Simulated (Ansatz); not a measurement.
The relaxed structure here is a generated cell of Be: the first start was made by placing the elements on the sites of a structure type, and the end was not matched to a known phase here, so it may be hypothetical. Known forms of Be include space group No. 194.

A relaxed cell of Be (Fmmm (No. 69)), relaxed on a k-mesh at least as fine as the one used below. All values below come from r2SCAN (plane waves to 500 eV, PAW, scalar-relativistic; Ansatz, a quantum-chemistry and plane-wave program). Γ-centred k-mesh 17×17×17 on the run's cell (coarser than for final values), Fermi–Dirac smearing 0.05 eV.

```xyz
4
Lattice="0.0000 3.6245 8.5946 1.1406 0.0000 4.2973 1.1406 3.6245 4.2973" Properties=species:S:1:pos:R:3 pbc="T T T"
Be     1.1406     5.4367     9.8176
Be     1.1406     3.6245     5.5203
Be     1.1406     1.8122     7.3716
Be     1.1406     3.6245    11.6689
```

The atoms are displaced along an unstable phonon of this cell by (Å):

| atom | ux | uy | uz |
|---|---|---|---|
| Be1 | 0.000 | 0.000 | 0.150 |
| Be2 | 0.000 | 0.000 | -0.150 |
| Be3 | 0.000 | 0.000 | 0.150 |
| Be4 | 0.000 | 0.000 | -0.150 |

Task: What forces (eV/Å) and pressure result?

Result: 
```csv
atom,Fx,Fy,Fz
Be1,0.00,0.00,0.43
Be2,0.00,0.00,-0.71
Be3,0.00,0.00,0.71
Be4,0.00,0.00,-0.43
```

Pressure -1.9 GPa.

Task: Estimate the energy cost of the displacement in the harmonic approximation and compare with the calculation.

Result: For a harmonic well ΔE = −½ Σ F·u = -0.172 eV a cell, or -43 meV/atom. The calculated energy relative to the undisplaced cell is -0.05 eV/atom, so the harmonic estimate holds well.

The undisplaced cell is probably no minimum: from this displacement the run went on to Cmcm (No. 63), 0.23 eV/atom below it.

No spin polarisation in the result.
